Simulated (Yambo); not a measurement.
## How GW settings move the gap: SnO monolayer

G0W0@PBEsol for a free-standing SnO monolayer (symmetry P4/nmm, slab cell 15.3 Å high) in Yambo. Reference settings: 4×4×1 Γ-centred k mesh, 182 bands and a 5 Ry block in the screening, 182 bands in G with the Bruneval-Gonze terminator, plasmon pole fitted at 27.2 eV, slab-truncated Coulomb interaction, stochastic integration of W near q = 0. The PBEsol gap (0, 0.25) → M on this mesh is 3.11 eV; G0W0 gaps are taken between the same points.

| change from the reference | G0W0 gap (0, 0.25) → M (eV) | shift of the valence edge (eV) | rough Yambo cost |
|---|---|---|---|
| reference settings | 5.06 | -1.06 | 1 |
| 124 bands in G | 5.08 | -1.02 | – |
| no stochastic integration of W | 6.14 | -1.63 | – |
| 2 Ry block | 5.06 | -1.08 | within a factor of two |
| 3 Ry block | 5.05 | -1.07 | within a factor of two |
| pole fitted at 15 eV | 5.02 | -0.99 | – |
| 82 bands in G, no terminator | 5.12 | -0.55 | – |

The reference isn't shown to be the converged limit. Costs are rough (shared machines), scaled to the same edge states, and given only for runs that recompute the screening. The mesh misses a band edge: along a dense path the PBEsol gap is 2.98 eV against 3.11 eV on the mesh. Without the stochastic integration, the mesh misses the sharp change of W near q = 0 in a layer: the 1.08 eV of that row are a sampling artefact.

The standard potential for Sn keeps a d shell in the valence without the s and p states of that shell. In tests on such compounds this moved G0W0 gaps by up to about 0.9 eV, so absolute quasiparticle energies here are unreliable; differences between settings are what counts.

Spin-orbit coupling is included.

Geometry relaxed with PBEsol; primitive cell a = b = 3.7850 Å, c = 15.3000 Å, α = β = γ = 90.00°.

This is a model layer cut from the bulk structure; whether it is stable on its own was not checked.

A shift is the quasiparticle energy of the state minus its PBEsol energy.
